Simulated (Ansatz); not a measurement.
MgTl (CsCl type)

```
CELL_PARAMETERS angstrom
      3.56429     0.00000     0.00000
      0.00000     3.56429     0.00000
      0.00000     0.00000     3.56429
ATOMIC_POSITIONS crystal
  Mg 0.00000 0.00000 0.00000
  Tl 0.50000 0.50000 0.50000
```

The slice is a {210} plane (indices of the conventional cell) through the point (0.500, 0.500, 0.500) (fractional), spanned by u = [100] and v = [021] in vectors of this cell: u (3.56 Å) and v (7.97 Å, at 90° to u). It covers one period; positions are fractions (u, v).

Calculation: LDA (plane waves to 420 eV, PAW, scalar-relativistic; Ansatz, a quantum-chemistry and plane-wave program). k mesh 13×13×13. These are valence fields of a PAW run, semicore shells included where kept as valence: close to a nucleus they are smooth pseudo fields. MgTl was relaxed with its symmetry unable to fall. Spin-orbit coupling is left out, though Tl is heavy.

**Question.** Sketch the electrostatic potential energy of an electron, from the cell's mean on this plane as a map.

**Answer.** 
```
|xxxx0589850xxx|
|xxxx0699960xxx|
|xxx037999730xx|
|x0036888886300|
|34567777777654|
|88877644467788|
|99875310135789|
|998630xxx03689|
|99862xxxxx2689|
|99752xxxxx2579|
|987630xxx03678|
|8887520x025788|
|98887543457888|
|99998776778999|
|99999988899999|
|99999999999999|
|99999988899999|
|99998776778999|
|98887543457888|
|8887520x025788|
|987630xxx03678|
|99752xxxxx2579|
|99862xxxxx2689|
|998630xxx03689|
|99875310135789|
|88877644467788|
|34567777777654|
|x0036888886300|
|xxx037999730xx|
|xxxx0699960xxx|
|xxxx0589850xxx|
|xxxx0489840xxx|
```
Scale: ten equal steps from 0.00 (start of '0') to 8.03 (end of '9'), in the order '0123456789'. Values: electrostatic potential energy of an electron, from the cell's mean, in eV. The map has 14 points along u (one character each, u = 0 at the left) and 32 along v (v = 0 in the bottom row). Points within 1 Å of a nucleus are blanked (x), as the pseudised field means little there. Values under 0 eV are set to 0. The zero, the cell's mean, hangs on the PAW cores.
